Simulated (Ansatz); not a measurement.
Lattice vibrations of HfOs at Γ at 15 GPa

Theory: Ansatz, DFT LDA, scalar-relativistic, plane waves, PAW. Settings: 420 eV plane-wave cutoff, Γ-centred 14×14×14 mesh, Fermi-Dirac smearing of 0.15 eV. No spin polarisation. Phonons by linear response, acoustic sum rule imposed.

The cell, relaxed at 15 GPa:
```xyz
2
Lattice="3.1437 0.0000 0.0000 0.0000 3.1437 0.0000 0.0000 0.0000 3.1437" Properties=species:S:1:pos:R:3 pbc="T T T"
Hf    0.0000    0.0000    0.0000
Os    1.5718    1.5718    1.5718
```

In a metal, frequencies and elastic constants depend on the k mesh and the smearing, soft modes and shear constants most. Spin–orbit coupling is left out, which can shift energies with elements as heavy as these. Other phases may be more stable at this pressure.

Optical modes at Γ; i marks an imaginary frequency:
| frequency (meV) | degeneracy |
| --- | --- |
| 22.3 | 3 |

All 3 optical modes at Γ are real: no displacement of atoms at fixed cell lowers the energy to second order. Strains and modes at other wave vectors aren't tested by this run.

Cost: 1 run of about 1.2 core-minutes, on Arm Neoverse V1 (shared hosts).